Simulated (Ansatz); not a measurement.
With DFT-PBE in the program Ansatz with PAW potentials, Al₂Au in the fluorite or antifluorite type structure (Fm-3m) relaxes to a = 6.061 Å. Au has 8 nearest neighbours from 2.62 Å (cubic). Its formation energy from the elements is -0.43 eV/atom, with no fitted shifts.

Electronic character: metallic (no gap).

The cell was relaxed with PBE under the symmetry of its start. The references are the lowest solids computed at this level, not always the standard phases. Spin–orbit coupling is left out wherever it is not named.

Potentials: the later of the program's two PAW sets.
